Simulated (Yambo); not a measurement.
Yambo run on LiBaF3 (cubic perovskite, space group Pm-3m, No. 221). The wavefunctions are PBEsol (Quantum ESPRESSO, PseudoDojo norm-conserving, 84 Ry, with spin-orbit coupling) ones on a 4×4×4 mesh (34 occupied bands); a = b = c = 3.9886 Å, α = β = γ = 90.00°.

Yambo input:

```
rim_cut
gw0
dyson
el_el_corr
HF_and_locXC
cohsex
em1s
RandQpts= 1000000
RandGvec= 1 Ry
EXXRLvcs= 84 Ry
VXCRLvcs= 336 Ry
Chimod= "HARTREE"
% BndsRnXs
 3 | 146 |
%
NGsBlkXs= 6 Ry
% LongDrXs
 1.0 | 1.0 | 1.0 |
%
ExtendOut
% QPkrange
 1 | 1 | 34 | 35 |
%
```

k points by index: 1 = Γ.

Table of the .qp output:

```
#    K-point    Band    Eo [eV]    E [eV]    E-Eo [eV]    Vxc [eV]    Vnlxc [eV]    Sc|Eo [eV]    Re(Z)    Im(Z)
#
    1    34    0.000000    -3.568734    -3.568734    -22.54049    -30.11612    4.006888    1.000000    0.000000
    1    35    6.558962    7.017939    0.458977    -9.974017    -5.120771    -4.394269    1.000000    0.000000
```
(The two width columns are left out.) Convergence of these settings isn't established.

Geometry of the Materials Project entry, not relaxed at this level.

The structure is a Materials Project entry; no match was found in the copy of COD used, and its stability was not checked.
